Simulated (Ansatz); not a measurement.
# LiF with Cs replacing Li: gradients before and after relaxing the atoms

Start: a supercell of LiF (rock salt type, Fm-3m) built from a structure deposited in the COD, with all atoms left at the host's positions.

Space group Fm-3m (No. 225); a = 12.0840 Å.

```
site  Wyckoff  site symmetry       x       y       z
  Cs       4a           m-3m  0.0000  0.0000  0.0000
 Li2      48h           m.m2  0.1667  0.1667  0.0000
 Li5      32f            .3m  0.3333  0.1667  0.1667
Li15      24e           4m.m  0.5000  0.5000  0.3333
 F28      32f            .3m  0.1667  0.1667  0.1667
 F30      24e           4m.m  0.5000  0.5000  0.1667
 F32      48i           m.m2  0.5000  0.3333  0.3333
 F41       4b           m-3m  0.5000  0.5000  0.5000
```

One atom of each set is listed; the run and its k-mesh use a cell of 54 atoms with edges of 8.54, 8.54, 8.54 Å.

Computed with Ansatz: DFT, PBE, plane waves and PAW, scalar-relativistic, 420 eV cutoff, Γ-centred 3×3×3 k-points, Fermi–Dirac smearing 0.01 eV.

The largest force at the start is 11 eV/Å. Relaxing the ions at fixed cell moves them by 0.415 Å at most (atom 30, F) and 0.152 Å rms.

| site | moved (Å) | first shell before | first shell after | V_zz before (10²¹ V/m²) | η before |
| --- | --- | --- | --- | --- | --- |
| Cs | 0.000 | 6 F at 2.01 Å | 6 F at 2.43 Å | 0.00 | – |
| Li2 | 0.103 | 6 F at 2.01 Å | 6 F at 1.94–2.11 Å | 0.037 | 0.57 |
| Li15 | 0.115 | 6 F at 2.01 Å | 6 F at 1.71–2.02 Å | -0.033 | 0.00 |
| F28 | 0.012 | 6 Li at 2.01 Å | 6 Li at 2.01–2.03 Å | 0.20 | 0.00 |
| F30 | 0.415 | 5 Li at 2.01 Å, 1 Cs at 2.01 Å | 5 Li at 1.71–2.11 Å | -5.94 | 0.00 |
| F32 | 0.005 | 6 Li at 2.01 Å | 6 Li at 1.94–2.02 Å | -0.11 | 0.44 |

Question: What are V_zz and η after the relaxation?

Answer: 

```csv
site,V_zz after,η after,change of V_zz
Cs,0.00,–,0.00
Li2,0.12,0.88,+0.08
Li15,-0.13,0.00,-0.09
F28,0.36,0.00,+0.16
F30,-4.01,0.00,+1.93
F32,-2.47,0.34,-2.36
```

The largest change of V_zz is on F32, from -0.11 to -2.47. In per cent, |V_zz| changes by -33 on F (all sites that start above 0.5). On F32 V_xx and V_yy change places (or their axes turn by over 50°), so the two values of η hide a larger change. Other sites with |V_zz| of 0.02 or less aren't listed.

The defect repeats with the cell of 54 atoms, so it feels its images: sites between two images don't show the values beside a lone defect, and zeros or small values of η there can come from the images' arrangement.
Before: Without spin–orbit coupling (the program notes it for Cs) the gradients are little affected as a rule: paired runs on crystals with a gap mostly move them by under 2 % at such atoms. The cell keeps the host's lattice, where the PBE pressure is 20 GPa. The neighbours have not yet relaxed around the defect (largest force 11 eV/Å), so the values at and beside it are those of a strained start, not of the defect in a real crystal.
After: The relaxation keeps the site symmetry m-3m of the start, so the impurity can't leave its site; a start off the site could end lower. With these PAW files V_zz is typically within 2 to 3 % of all-electron values, but misses above 10 % occur on Li. The cell keeps the host's lattice, where the PBE pressure is 11 GPa.
